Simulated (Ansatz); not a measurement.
GaCuBr4:
```
CELL_PARAMETERS angstrom
      5.77763     0.00000     0.00000
      0.00000     5.77763     0.00000
      0.00000     0.00000    10.61681
ATOMIC_POSITIONS crystal
  Ga 0.00000 0.50000 0.25000
  Ga 0.50000 0.00000 0.75000
  Cu 0.00000 0.00000 0.00000
  Cu 0.00000 0.00000 0.50000
  Br 0.23965 0.26493 0.12402
  Br 0.26493 0.76035 0.87598
  Br 0.76035 0.73507 0.12402
  Br 0.73507 0.23965 0.87598
  Br 0.23965 0.73507 0.37598
  Br 0.26493 0.23965 0.62402
  Br 0.76035 0.26493 0.37598
  Br 0.73507 0.76035 0.62402
```

The program Ansatz at the r²SCAN level (PAW) gives a gap of 2.01 eV without spin–orbit coupling, maximum at M, minimum at Γ.

**Question.** What happens when spin–orbit coupling is switched on?

**Answer.** The gap falls by 0.02 eV, to 1.99 eV; maximum at M, minimum at Γ.

**Question.** Give the electron effective mass with spin–orbit coupling.

**Answer.** 0.42 mₑ (isotropic).

**Question.** Give the hole effective mass with spin–orbit coupling.

**Answer.** 1.2, 3.6, 3.6 mₑ (principal values).

Space group P-42c. The workflow started from a Materials Project entry (that database holds measured and hypothetical structures alike); the Crystallography Open Database copy checked does not list it. Whether it is the stable phase at ambient conditions was not checked. The cell was relaxed with r²SCAN under the symmetry of its start; whether a distortion lowers the energy is not shown. The run is not spin-polarised.

Potentials: the later of the program's two PAW sets.
